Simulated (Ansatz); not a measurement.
## Is this NbTe₄Mo structure a true minimum?

It was reached by relaxing an invented guess, and it needn't be the stable form of this composition.

These are results of Ansatz 0.2.0, DFT PBE, scalar-relativistic, plane waves, PAW, not measurements. Cutoff 420 eV; k points 12×12×4 on the computed 6-atom cell (Γ-centred); Gaussian smearing, width 0.10 eV; no spin polarisation.

The cell below (6 atoms, space group P-6m2 (No. 187)) is relaxed within its symmetry.

```
Nb Te Mo
1.0
     3.62338    0.00000    0.00000
    -1.81169    3.13794    0.00000
     0.00000    0.00000   14.73590
Nb Te Mo
1 4 1
Direct
  0.00000 0.00000 0.00000
  0.00000 0.00000 0.37898
  0.33333 0.66667 0.87328
  0.00000 0.00000 0.62102
  0.33333 0.66667 0.12672
  0.33333 0.66667 0.50000
```

For the test a repeat of it with 12 atoms (edges 3.62, 6.28, 14.74 Å) was strained at random (σ = 1.5 % a component), the atoms were moved at random (σ = 0.10 Å), and all was relaxed again on a coarse 6×4×2 mesh (in the run’s order of axes) with 0.20 eV smearing, with no symmetry imposed.

No dispersion correction is applied, so the spacing and binding between layers, chains or molecules are poorly described. Spin–orbit coupling, which can matter for Te, is left out. The cell is a metal run without spin, though a test with spin on the coarse mesh kept 0.4 μB a cell, so a magnetic state probably lies lower.

Task: Is the structure stable against such a distortion?

Result: It returns, within 1 meV/atom of the unmoved cell on that mesh and with the same symmetry when read at 0.1 Å (P1 at 0.01 Å, so small strains and shifts remain). So it is stable against the distortions that fit this cell and that this random move excites. Modes that don't fit the cell aren't tested.
